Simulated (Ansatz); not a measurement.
Convergence test, H

Level of theory: DFT PBEsol, scalar-relativistic, plane waves, PAW (Ansatz).

```yaml
crystal:
  lattice:
    - [2.62348, -2.56690, 0.00000]
    - [2.62348, 2.56690, 0.00000]
    - [0.00000, 0.00000, 4.14182]
  atoms:
    - { symbol: H, position: [0.95330, 0.04670, 0.06851] }
    - { symbol: H, position: [0.45330, 0.54670, 0.43149] }
    - { symbol: H, position: [0.54670, 0.45330, 0.56851] }
    - { symbol: H, position: [0.04670, 0.95330, 0.93149] }
```

```
Γ-centred k-mesh               : 6×6×6
occupation rule                : Gaussian smearing, 0.02 eV
spin treatment                 : unpolarised
valence charge of the PAW sets : H 1
```

The atoms stay fixed while the plane-wave cutoff is varied. ΔE is the energy extrapolated to zero smearing, less that of the reference run (500 eV). The cell isn't necessarily relaxed at this level. Pressure is positive in compression and holds a correction for the finite cutoff (Pulay stress).

Q: One run gave ΔE = 8.66 meV/atom and P = 0.82 GPa. Which plane-wave cutoff did it use, of 250, 300, 350, 420?

A: 350 eV. All runs:

```csv
cutoff (eV),ΔE (meV/atom),P (GPa),largest change of a force component (eV/Å),gap on mesh (eV),plane waves at Γ
250,55.8,0.81,0.001,9.105,495
300,22.8,0.80,0.002,9.129,659
350,8.66,0.82,0.002,9.137,823
420,1.69,0.82,0.001,9.143,1089
500,0.00,0.82,0.000,9.142,1415
```